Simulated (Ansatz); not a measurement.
**Zone-centre phonons of MgRh at 25 GPa: input and output**

The calculation used Ansatz, DFT LDA, scalar-relativistic, plane waves, PAW.

Launched with:
```bash
ansatz run input.yaml --threads 1 --pin off --max-ram 3072MiB --backend cpu --events-out ev --progress --plain --runs-dir out
```

Input (bare energies are in eV):
```yaml
crystal:
  lattice:
    - [2.9168639323, 0.0, 0.0]
    - [0.0, 2.9168639323, 0.0]
    - [0.0, 0.0, 2.9168639323]
  atoms:
    - { symbol: Mg, position: [0.0, 0.0, 0.0] }
    - { symbol: Rh, position: [0.5, 0.5, 0.5] }
basis:
  ecutwfc: 420
kpoints:
  mp_grid: { grid: [14, 14, 14] }
hamiltonian:
  xc: lda
scf:
  occupations: { method: fermi_dirac, width: 0.15 }
output:
  eigenvalues: true
phonons:
  method: dfpt
  eigenvectors: true
```

The end of the output:
```
--- Phonons (Γ-DFPT): 2 representative perturbations + reference, on 288 of 2744 k-points (Σ response iterations 6) ---
  k mesh reduced under 8 symmetry operations, with k and −k counted as one. Each operation leaves every solved perturbation unchanged. A smaller set is not used because it would not reduce the number of displacements ...
  ASR residual: 1.037e-4 → 0.000e0 eV/Å²; symmetrization residual: 5.375e-6 eV/Å²
  ASR residual per site (eV/Å²): 4.28e-6 1.04e-4
  Γ frequencies (cm⁻¹): 0.00 0.00 0.00 362.16 362.16 362.16
  non-analytic LO–TO correction: not included (Born effective charges unavailable; polar crystals: no LO–TO splitting at Γ)
```

It took 29 s on 1 thread of Arm Neoverse V1 (shared host), peak memory 0.6 GiB.

In a metal, frequencies and elastic constants depend on the k mesh and the smearing, soft modes and shear constants most. Other phases may be more stable at this pressure.